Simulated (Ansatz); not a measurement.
Relaxed-ion elastic tensor of Cu₂Se (anti-fluorite, space group No. 225) in GPa (Voigt order), DFT-LDA in the program Ansatz with PAW potentials; density 7.58 g/cm³, 15.04 Å³ per atom.

```
     1    2    3     4     5     6
-  ---  ---  ---  ----  ----  ----
1  113  110  110   0.0   0.0   0.0
2  110  113  110   0.0   0.0   0.0
3  110  110  113   0.0   0.0   0.0
4  0.0  0.0  0.0  12.6   0.0   0.0
5  0.0  0.0  0.0   0.0  12.6   0.0
6  0.0  0.0  0.0   0.0   0.0  12.6
```

Task: Is the crystal mechanically stable?

Result: Yes: the smallest eigenvalue of C is 2.6 GPa.

Task: Work out the Voigt, Reuss and Hill averages.

Result: K_V = 111, K_R = 111, K_H = 111; G_V = 8.1, G_R = 2.8, G_H = 5.4 GPa.

Task: Give Young's modulus, Poisson's ratio, Pugh's ratio and the universal anisotropy index.

Result: E = 9KG/(3K + G) = 16.0 GPa; ν = 0.48; K/G = 20.52 (ductile by the Pugh limit of 1.75); A_U = 5G_V/G_R + K_V/K_R − 6 = 9.51.

Task: Estimate the sound speeds and the Debye temperature.

Result: v_l = √((K + 4G/3)/ρ) = 3950 m/s, v_t = √(G/ρ) = 845 m/s, mean 966 m/s; Θ = (h/k)(3n/4πV)^(1/3) v_m = 116 K.

Task: Give the Zener ratio and Young's modulus along [100], [110] and [111].

Result: A = 2C44/(C11 − C12) = 9.83; 1/E = S11 − 2(S11 − S12 − S44/2)Γ with Γ = 0, 1/4, 1/3 gives 3.8, 11.6, 36.4 GPa.

Space group Fm-3m (anti-fluorite). The workflow started from a Materials Project entry (that database holds measured and hypothetical structures alike); the Crystallography Open Database copy checked does not list it. COD files the formula under space group No. 216, so this cell is another polymorph or a model. Whether it is the stable phase at ambient conditions was not checked. Symmetry was held in the LDA relaxation; of distortions, only those at the zone centre were tested. The run is not spin-polarised. A small band overlap can be real or an error of a semilocal functional. As this level gives no gap, shear constants depend on the k-mesh and smearing (Fermi–Dirac, 0.1 eV here).

Potentials: the later of the program's two PAW sets.
